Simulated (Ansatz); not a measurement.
Relaxed-ion elastic tensor of CuSn (NiAs type, space group No. 194) in GPa (Voigt order), r²SCAN in the plane-wave PAW code Ansatz; density 8.14 g/cm³, 18.59 Å³ per atom.

```json
[
 {"": "1", "1": "134", "2": "81.0", "3": "52.4", "4": "0.0", "5": "0.0", "6": "0.0"},
 {"": "2", "1": "81.0", "2": "134", "3": "52.4", "4": "0.0", "5": "0.0", "6": "0.0"},
 {"": "3", "1": "52.4", "2": "52.4", "3": "165", "4": "0.0", "5": "0.0", "6": "0.0"},
 {"": "4", "1": "0.0", "2": "0.0", "3": "0.0", "4": "55.7", "5": "0.0", "6": "0.0"},
 {"": "5", "1": "0.0", "2": "0.0", "3": "0.0", "4": "0.0", "5": "55.7", "6": "0.0"},
 {"": "6", "1": "0.0", "2": "0.0", "3": "0.0", "4": "0.0", "5": "0.0", "6": "26.6"}
]
```

Q: Is the crystal mechanically stable?

A: Yes: the smallest eigenvalue of C is 26.6 GPa.

Q: Work out the Voigt, Reuss and Hill averages.

A: K_V = 89.4, K_R = 89.4, K_H = 89.4; G_V = 44.1, G_R = 38.7, G_H = 41.4 GPa.

Q: Give Young's modulus, Poisson's ratio, Pugh's ratio and the universal anisotropy index.

A: E = 9KG/(3K + G) = 108 GPa; ν = 0.30; K/G = 2.16 (ductile by the Pugh limit of 1.75); A_U = 5G_V/G_R + K_V/K_R − 6 = 0.69.

Q: Estimate the sound speeds and the Debye temperature.

A: v_l = √((K + 4G/3)/ρ) = 4210 m/s, v_t = √(G/ρ) = 2260 m/s, mean 2520 m/s; Θ = (h/k)(3n/4πV)^(1/3) v_m = 283 K.

Q: How much does each axis shrink under pressure?

A: Linear compressibilities β_i = Σ_j S_ij (j = 1 to 3): x 3.8, y 3.8, z 3.7 per TPa.

Space group P6_3/mmc (NiAs type). The first step of the workflow began from a Materials Project structure, measured or hypothetical; the Crystallography Open Database files this formula in space group No. 194, but the cells were not matched. Its standing as an ambient phase is unchecked. The r²SCAN relaxation kept the symmetry of its start; whether a distortion lowers the energy is not shown. The run is not spin-polarised. As this level gives no gap, shear constants depend on the k-mesh and smearing (Fermi–Dirac, 0.1 eV here). Scalar-relativistic: spin–orbit coupling is off unless named, which matters more the heavier the elements.

Potentials: the later of the program's two PAW sets.
